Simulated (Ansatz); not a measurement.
This run works on a generated trial structure, not on a known crystal.

Input and command of a plane-wave DFT calculation in Ansatz:

```yaml
crystal:
  lattice:
    - [4.1463520733, 0.0, 0.0]
    - [0.0, 4.1463520733, 0.0]
    - [0.0, 0.0, 10.6812345267]
  atoms:
    - { symbol: Zn, position: [0.5, 0.5, 0.0] }
    - { symbol: Te, position: [0.0, 0.0, 0.2479804896] }
    - { symbol: Te, position: [0.0, 0.0, 0.7520195104] }
    - { symbol: Te, position: [0.5, 0.5, 0.5] }
    - { symbol: P, position: [0.5, 0.5, 0.7743468341] }
    - { symbol: P, position: [0.5, 0.5, 0.2256531659] }
    - { symbol: Pt, position: [0.0, 0.0, 0.5] }
basis:
  ecutwfc: 420
kpoints:
  mp_grid: { grid: [8, 8, 4] }
hamiltonian:
  xc: pbe
scf:
  occupations: { method: gaussian, width: 0.1 }
output:
  forces: true
  stress: true
  eigenvalues: true
relax:
  adjacent_minimum: "off"
  f_tol: 0.01
  max_steps: 30
  cell: { stress_tol: 0.1, fix: [volume] }
```

```bash
ansatz run input.yaml --threads 1 --pin off --max-ram 2560MiB --backend cpu --events-out ev --progress --plain --runs-dir out
```

Processor: Intel(R) Xeon(R) Processor @ 2.50GHz (Skylake/Cascade Lake), 1 thread, on a host shared with other jobs.

Q: Estimate time, memory and problem size.

A: About 4.3 min, peak memory 0.69 GiB. It solves 53 bands at 45 k points (after reduction by symmetry) with about 3579 plane waves, in 32 SCF iterations over 5 ionic steps.
